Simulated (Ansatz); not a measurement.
AgI:
```xyz
4
Lattice="4.5602 0.0000 0.0000 -2.2801 3.9493 0.0000 0.0000 0.0000 7.4522" Properties=species:S:1:pos:R:3 pbc="T T T"
I      0.0000     2.6328     0.0189
I      2.2801     1.3164     3.7450
Ag     0.0000     2.6328     4.6760
Ag     2.2801     1.3164     0.9499
```

Relaxed with PBEsol. Special points in fractions of this cell's reciprocal vectors: Γ (0.000, 0.000, 0.000); M (0.500, 0.000, 0.000); K (0.333, 0.333, 0.000); A (0.000, 0.000, 0.500); L (0.500, 0.000, 0.500); H (0.333, 0.333, 0.500).

Problem. List the band energies nearest the valence-band maximum at these points for PBEsol with spin–orbit coupling (plane waves, PAW; program Ansatz).

Solution. In eV from the valence-band maximum; about four levels below and three above (degenerate sets whole), none deeper than 8.9 eV; points with the same levels are listed once.

```
k                          below                above
-  -----------------------------  -------------------
Γ          -0.05 -0.05 0.00 0.00  1.00 1.00 2.28 2.28
M        -1.35 -1.35 -0.93 -0.93  3.00 3.00 3.25 3.25
K  -1.82 -1.82 -1.77 -1.59 -1.59       3.93 3.99 3.99
A        -0.41 -0.41 -0.41 -0.41  2.33 2.33 2.33 2.33
L        -1.38 -1.38 -1.38 -1.38  2.90 2.90 2.90 2.90
H        -1.43 -1.43 -1.37 -1.37  3.57 3.57 3.67 3.67
```

Space group P6_3mc (wurtzite). The cell was relaxed with PBEsol under the symmetry of its start. The run is not spin-polarised.

Potentials: the later of the program's two PAW sets.
